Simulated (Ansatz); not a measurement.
SnIr:
```
SnIr
1.0
    3.98054     0.00000     0.00000
   -1.99027     3.44725     0.00000
    0.00000     0.00000     5.59482
Ir Sn
2 2
Direct
  0.00000   0.00000   0.00000
  0.00000   0.00000   0.50000
  0.33333   0.66667   0.25000
  0.66667   0.33333   0.75000
```

Relaxed with PBEsol.

Question: Give the Bader charges and basin volumes of the independent atoms, the program Ansatz at the PBEsol level (PAW).

Answer: 

| atom | Bader charge (e) | Bader volume (Å³) |
|---|---|---|
| Ir1 | -0.87 | 21.3 |
| Sn3 | +0.87 | 17.1 |

Space group P6_3/mmc (NiAs type). The workflow started from an entry of the Crystallography Open Database (COD). Whether it is the stable phase at ambient conditions was not checked. Symmetry was held in the PBEsol relaxation; whether a distortion lowers the energy is not shown. No spin polarisation was allowed. Spin–orbit coupling is left out wherever it is not named.

Potentials: the later of the program's two PAW sets.
